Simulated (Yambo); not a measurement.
G0W0@PBEsol for Mg$_{3}$ZnO$_{4}$ (space group Pm-3m, No. 221) in Yambo (4×4×4 mesh, 8 Ry block, plasmon pole, screening fixed), without a terminator:

| bands N in G | gap R → Γ (eV) | shift of the valence edge (eV) |
|---|---|---|
| 74 | 3.789 | -0.350 |
| 114 | 3.832 | -0.631 |
| 167 | 3.871 | -0.801 |

Question: Extrapolate both columns to infinite N with E(N) = E∞ + A/N, test the form, and compare with the terminator.

Answer: From two points, E∞ = (N2 E2 − N1 E1)/(N2 − N1). The two largest N give 3.95 eV for the gap and -1.17 eV for the shift; the two smallest give 3.91 eV and -1.15 eV. For the gap the slopes A are -9.1 and -14 eV: the form isn't reached, and its limit is uncertain. For the shift the slopes A are 59 and 61 eV: the 1/N form holds. With the Bruneval-Gonze terminator and 167 bands the run gives 4.01 eV and -1.07 eV, 0.06 eV and 0.10 eV from the extrapolated values: the terminator too is an estimate of the remainder. Block, mesh and the bands in W are held fixed.

Geometry of the Materials Project entry, not relaxed at this level; primitive cell a = b = c = 4.280 Å, α = β = γ = 90.00°.

The structure is a Materials Project entry; no match was found in the copy of COD used, and its stability was not checked.

A shift is the quasiparticle energy of the state minus its PBEsol energy.
